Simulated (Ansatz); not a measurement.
TaS2:
```cif
data_S2Ta
_chemical_formula_sum 'Ta1 S2'
_space_group_name_H-M_alt 'P 1'
_space_group_IT_number 1
_cell_length_a 3.32694
_cell_length_b 3.32694
_cell_length_c 5.78270
_cell_angle_alpha 90.000
_cell_angle_beta 90.000
_cell_angle_gamma 120.000
loop_
_space_group_symop_operation_xyz
  'x, y, z'
loop_
_atom_site_label
_atom_site_type_symbol
_atom_site_fract_x
_atom_site_fract_y
_atom_site_fract_z
_atom_site_occupancy
Ta1 Ta 0.00000 0.00000 0.00000 1
S1 S 0.33333 0.66667 0.26734 1
S2 S 0.66667 0.33333 0.73266 1
```

Relaxed with PBE+D3(BJ).

Q: Decompose the optical modes at the zone centre into irreducible representations, and say which are infrared and Raman allowed.

A: Point group -3m: Γ_opt = A1g + A2u + Eg + Eu. Infrared: A2u, Eu. Raman: A1g, Eg.

Q: Assign frequencies (DFPT, PBE+D3(BJ) (plane waves, PAW; program Ansatz)).

A: Eu 224, Eg 266, A2u 373, A1g 376 cm⁻¹.

Space group P-3m1 (CdI2 type). This is a known high-temperature phase of the composition, computed here at zero pressure and temperature. The cell was relaxed with PBE+D3(BJ) under the symmetry of its start; whether a distortion lowers the energy is not shown. The run is not spin-polarised. With an odd number of electrons in the cell and no spin polarisation, the count alone makes it a metal. As this level gives no gap, phonon frequencies hold no LO–TO term and depend on the k-mesh and smearing (Fermi–Dirac, 0.1 eV here). Spin–orbit coupling is left out wherever it is not named.

Potentials: the later of the program's two PAW sets.
